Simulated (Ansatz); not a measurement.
Trial structures of Ti₄W: starts and ends

Method: Ansatz 0.2.0, DFT PBE, scalar-relativistic, plane waves, PAW. All cells share a 420 eV cutoff and Γ-centred k meshes spaced at most about 0.3 Å⁻¹ (about 0.25 or finer for metals, 2π included). No spin polarisation in the final relaxations.

Each guess was relaxed in cell and atoms at zero pressure, within the symmetry of its start. All energies are static (0 K, no zero-point motion). Coordination counts all near atoms (those within 1.25 times the shortest distance at each site; a plus sign parts nearer from farther groups; a slash parts the counts of unlike sites).

| guess | made from | start group | V start (Å³/atom) | end group | V end (Å³/atom) | coordination at the end | gap on mesh (eV) | E over the lowest end (meV/atom) |
| --- | --- | --- | --- | --- | --- | --- | --- | --- |
| 1 | Mn4N type | Pm-3m | 13.9 | Pm-3m | 17.8 | Ti 2/6, W 12+8 | 0 | 1018 |
| 2 | random cell | Cmmm | 14.7 | Cmmm | 19.4 | Ti 2+2/8, W 6 | 0 | 713 |
| 3 | Co4H type | P-3m1 | 13.3 | P-3m1 | 17.0 | Ti 12, W 12 | 0 | 0 |
| 4 | GeF4 type | I-43m | 18.7 | ? | ? | ? | ? | ? |

Guess 4 as it starts:

```cif
data_structure
_symmetry_space_group_name_H-M 'P 1'
_symmetry_Int_Tables_number 1
_cell_length_a 4.9531
_cell_length_b 4.9531
_cell_length_c 4.9531
_cell_angle_alpha 109.471
_cell_angle_beta 109.471
_cell_angle_gamma 109.471
_cell_volume 93.54
loop_
_atom_site_label
_atom_site_type_symbol
_atom_site_fract_x
_atom_site_fract_y
_atom_site_fract_z
_atom_site_occupancy
Ti1 Ti 0.34960 0.34960 0.34960 1
Ti2 Ti 0.65040 0.00000 0.00000 1
Ti3 Ti 0.00000 0.00000 0.65040 1
Ti4 Ti 0.00000 0.65040 0.00000 1
W1 W 0.00000 0.00000 0.00000 1
```

Task: Fill in the missing row: what does this guess relax into, and where does it rank?

Result: It ends in space group Im-3m (No. 229), with a = 5.935 Å, 20.9 Å³/atom and no gap. It lies 0.76 eV/atom over the lowest end, above guess 2 and below guess 1. Counting all near atoms, this end has Ti 2+6, W 8 and the lowest (guess 3) has Ti 12, W 12.

```cif
data_structure
_symmetry_space_group_name_H-M 'Im-3m'
_symmetry_Int_Tables_number 229
_cell_length_a 5.9354
_cell_length_b 5.9354
_cell_length_c 5.9354
_cell_angle_alpha 90.000
_cell_angle_beta 90.000
_cell_angle_gamma 90.000
_cell_volume 209.10
loop_
_atom_site_label
_atom_site_type_symbol
_atom_site_symmetry_multiplicity
_atom_site_Wyckoff_symbol
_atom_site_fract_x
_atom_site_fract_y
_atom_site_fract_z
_atom_site_occupancy
Ti1 Ti 8 c 0.25000 0.25000 0.25000 1
W1 W 2 a 0.00000 0.00000 0.00000 1
```

The zero of energy is the elements' standard structures at the same level; no fitted shifts are applied.

Task: Is the lowest end bound against the elements?

Result: No: its formation energy is +0.14 eV/atom. A positive value: parting into the elements would lower its energy.

These runs have no spin–orbit coupling, which can matter for W. Cells relaxed within their symmetry can be saddle points. A lower structure may well exist outside this small set. Some structure types and database cells were kept out of the candidates from the start, so a known form may be missing.
